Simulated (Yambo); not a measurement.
```
CELL_PARAMETERS angstrom
      5.78020     0.00000     0.00000
      0.00000     5.78020     0.00000
      0.00000     0.00000     5.78020
ATOMIC_POSITIONS crystal
  Br 0.50000 0.00000 0.50000
  Br 0.00000 0.50000 0.50000
  Br 0.50000 0.50000 0.00000
  Sn 0.50000 0.50000 0.50000
  Cs 0.00000 0.00000 0.00000
```

CsSnBr3 (cubic perovskite, space group Pm-3m, No. 221): mean Im ε in 1 eV windows above the direct gap of 1.75 eV, for different electron-hole kernels (Yambo, broadening 0.15 eV, PBE (Quantum ESPRESSO, PseudoDojo norm-conserving, 72 Ry, no spin-orbit coupling) bands; 6×6×6 mesh, 6 valence and 6 conduction bands, static screening with 96 bands and a 3 Ry block, scissor 1.40 eV, Tamm-Dancoff; field along x).

```json
[
 {"window (eV)": "1.7 to 2.7", "independent quasiparticles": "7.5", "RPA (no attraction)": "7.1", "BSE": "8.5"},
 {"window (eV)": "2.7 to 3.7", "independent quasiparticles": "5.7", "RPA (no attraction)": "5.4", "BSE": "7.0"},
 {"window (eV)": "3.7 to 4.7", "independent quasiparticles": "5.1", "RPA (no attraction)": "5.2", "BSE": "4.1"}
]
```

This run doesn't resolve bound excitons or single peaks, so only averages are given, and they too depend on the mesh; weight that the attraction moves below the gap isn't listed. All transitions below 5.55 eV are in the band window. The scissor comes from a G0W0 run whose convergence isn't established.

Spin-orbit splittings are left out. The cell is held in this high symmetry; tilts and polar distortions were not searched.

Bands and orbitals come from the standard potentials; the scissor and the G0W0 gaps come from a run at the same geometry on the stringent ones, which hold whole semicore shells in the valence.

Geometry relaxed with PBEsol.

The structure is a Materials Project entry; no match was found in the copy of COD used, and its stability was not checked.
